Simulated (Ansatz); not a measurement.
Equation of state of Al2Au

```cif
data_structure
_symmetry_space_group_name_H-M 'Fm-3m'
_symmetry_Int_Tables_number 225
_cell_length_a 6.0000
_cell_length_b 6.0000
_cell_length_c 6.0000
_cell_angle_alpha 90.000
_cell_angle_beta 90.000
_cell_angle_gamma 90.000
_cell_volume 216.00
loop_
_atom_site_label
_atom_site_type_symbol
_atom_site_symmetry_multiplicity
_atom_site_Wyckoff_symbol
_atom_site_fract_x
_atom_site_fract_y
_atom_site_fract_z
_atom_site_occupancy
Al1 Al 8 c 0.25000 0.75000 0.75000 1
Au1 Au 4 a 0.00000 0.00000 0.00000 1
```

The runs use the primitive cell with vectors (0.000, 3.000, 3.000), (3.000, 0.000, 3.000), (3.000, 3.000, 0.000) Å, to which the k mesh refers.

The structure is cubic, space group Fm-3m (No. 225). The conventional cell has a = 6.000 Å, b = 6.000 Å, c = 6.000 Å, α = 90.00°, β = 90.00°, γ = 90.00°. Al (site symmetry -43m) is surrounded by 4 Au at 2.60 Å. Au (site symmetry m-3m) is surrounded by 8 Al at 2.60 Å.

The cell comes from COD entry 9008999, which wasn't checked; take it as a given geometry.

No spin–orbit coupling, which matters for the heavy atoms here.

Levels of theory: DFT, LDA, all-electron LAPW, scalar-relativistic (Ansatz 0.2.0); DFT, LDA, PAW with Ansatz's default frozen-core files, scalar-relativistic (Ansatz 0.2.0).

For LAPW: a Γ-centred 11×11×11 k mesh, Fermi–Dirac smearing of 0.05 eV, basis error target 0.5 meV/atom, no spin polarisation. PAW takes a cutoff of 420 eV at this cell (files made with PBE, cores remade for this functional). The Ansatz runs share mesh, smearing and spin set-up. Plane-wave (PAW) pressures include the program's estimate of the Pulay term.

The cell above is scaled evenly, with fractional coordinates and shape held.

| V/V(cell) | V (Å³/atom) | P, LAPW (GPa) | P, PAW (GPa) | free energy over the lowest listed, PAW (meV/atom) |
| --- | --- | --- | --- | --- |
| 0.9400 | 16.920 | 5.31 | 5.32 | 11.0 |
| 0.9600 | 17.280 | ? | ? | ? |
| 0.9800 | 17.640 | -0.21 | -0.21 | 0.0 |
| 0.9900 | 17.820 | -1.40 | -1.40 | 0.9 |
| 1.0000 | 18.000 | -2.52 | -2.53 | 3.1 |
| 1.0100 | 18.180 | -3.57 | -3.58 | 6.6 |
| 1.0200 | 18.360 | -4.57 | -4.58 | 11.2 |
| 1.0400 | 18.720 | -6.38 | -6.39 | 23.5 |
| 1.0600 | 19.080 | -7.98 | -7.99 | 39.7 |

Problem. Fill in the row V/V(cell) = 0.9600.

Solution. P, LAPW (GPa) = 2.38, P, PAW (GPa) = 2.39, free energy over the lowest listed, PAW (meV/atom) = 2.4.

Problem. What do Birch–Murnaghan fits to the pressures give?

Solution. LAPW: V0 = 17.61 Å³/atom, B0 = 121 GPa, B0′ = 4.9; PAW: V0 = 17.61 Å³/atom, B0 = 121 GPa, B0′ = 4.9.

PAW's V0 lies 0.00 % from the all-electron value and its B0 0.3 %. Symmetry fixes shape and coordinates here, so this is the relaxed modulus.
